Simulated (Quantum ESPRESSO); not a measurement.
# Band energies of CuBiSeO

```
CELL_PARAMETERS angstrom
      3.94971     0.00000     0.00000
      0.00000     3.94971     0.00000
      0.00000     0.00000     9.06751
ATOMIC_POSITIONS crystal
  O  0.50000 0.50000 0.00000
  O  0.00000 0.00000 0.00000
  Cu 0.00000 0.00000 0.50000
  Cu 0.50000 0.50000 0.50000
  Se 0.50000 0.00000 0.67282
  Se 0.00000 0.50000 0.32718
  Bi 0.00000 0.50000 0.86018
  Bi 0.50000 0.00000 0.13982
```

norm-conserving LDA (Quantum ESPRESSO, 92 Ry, without SOC); path ΓXMΓZRAZ,XR,MA; energies in eV from the valence-band maximum.

| k (1/Å) | point | band 52 | band 53 | band 54 | band 55 | band 56 | band 57 | band 58 | band 59 |
|---|---|---|---|---|---|---|---|---|---|
| 0.00 | Γ | -1.36 | -1.17 | -0.80 | -0.37 | -0.37 | 0.23 | 0.86 | 3.06 |
| 0.40 |  | -1.68 | -0.81 | -0.61 | -0.40 | -0.19 | 1.29 | 1.78 | 2.04 |
| 0.80 | X | -1.97 | -0.65 | -0.65 | -0.23 | -0.23 | 1.72 | 1.72 | 2.91 |
| 0.99 |  | -1.92 | -0.89 | -0.89 | -0.61 | -0.61 | 2.28 | 2.28 | 2.50 |
| 1.59 | M | -1.79 | -1.73 | -1.73 | -1.20 | -1.20 | 0.59 | 0.59 | 2.52 |
| 2.15 |  | -1.77 | -1.06 | -1.05 | -0.71 | -0.45 | 1.31 | 2.02 | 2.58 |
| 2.72 | Γ | -1.36 | -1.17 | -0.80 | -0.37 | -0.37 | 0.23 | 0.86 | 3.06 |
| 2.72 | Z | -1.44 | -1.17 | -0.75 | -0.04 | -0.04 | 0.12 | 0.37 | 2.33 |
| 3.03 |  | -1.60 | -1.00 | -0.77 | -0.56 | -0.01 | 1.27 | 1.44 | 2.41 |
| 3.51 | R | -1.98 | -0.58 | -0.58 | -0.25 | -0.25 | 1.58 | 1.58 | 2.97 |
| 3.99 |  | -1.80 | -1.47 | -1.47 | -0.81 | -0.81 | 1.22 | 1.22 | 2.86 |
| 4.31 | A | -1.93 | -1.73 | -1.73 | -1.00 | -1.00 | 1.53 | 1.53 | 2.42 |
| 4.45 |  | -1.73 | -1.72 | -1.71 | -1.00 | -0.94 | 1.18 | 1.69 | 2.42 |
| 4.87 |  | -1.77 | -1.20 | -1.01 | -0.94 | -0.30 | 1.21 | 2.32 | 2.43 |
| 5.29 |  | -1.48 | -1.14 | -0.64 | -0.25 | -0.18 | 0.62 | 0.66 | 2.31 |
| 5.43 | Z | -1.44 | -1.17 | -0.75 | -0.04 | -0.04 | 0.12 | 0.37 | 2.33 |
| 5.43 | X | -1.97 | -0.65 | -0.65 | -0.23 | -0.23 | 1.72 | 1.72 | 2.91 |
| 5.60 |  | -1.98 | -0.61 | -0.61 | -0.24 | -0.24 | 1.65 | 1.65 | 2.94 |
| 5.78 | R | -1.98 | -0.58 | -0.58 | -0.25 | -0.25 | 1.58 | 1.58 | 2.97 |
| 5.78 | M | -1.79 | -1.73 | -1.73 | -1.20 | -1.20 | 0.59 | 0.59 | 2.52 |
| 6.12 | A | -1.93 | -1.73 | -1.73 | -1.00 | -1.00 | 1.53 | 1.53 | 2.42 |

The LDA gap is indirect, 0.12 eV, from 60 % of the way from Z to R to Z; the smallest direct gap is 0.16 eV. Another valence extremum on the path lies within 0.02 eV, too close to call.

Spin-orbit coupling is left out; with 6p states at a band edge it can lower the gap by many tenths of an eV, most of a small gap. The 3d shell has no Hubbard U; the runs are without spin polarisation, and magnetic order was not tried. So small a LDA gap in heavy elements may be inverted, where one-shot corrections to single bands mislead.

Geometry of the Materials Project entry, not relaxed at this level.

The structure is a Materials Project entry; no match was found in the copy of COD used, and its stability was not checked.

The distance between layers or molecules is the database entry's, not relaxed here. Functionals without dispersion can leave it too large, which widens gaps and weakens the response across layers: the numbers belong to this cell.
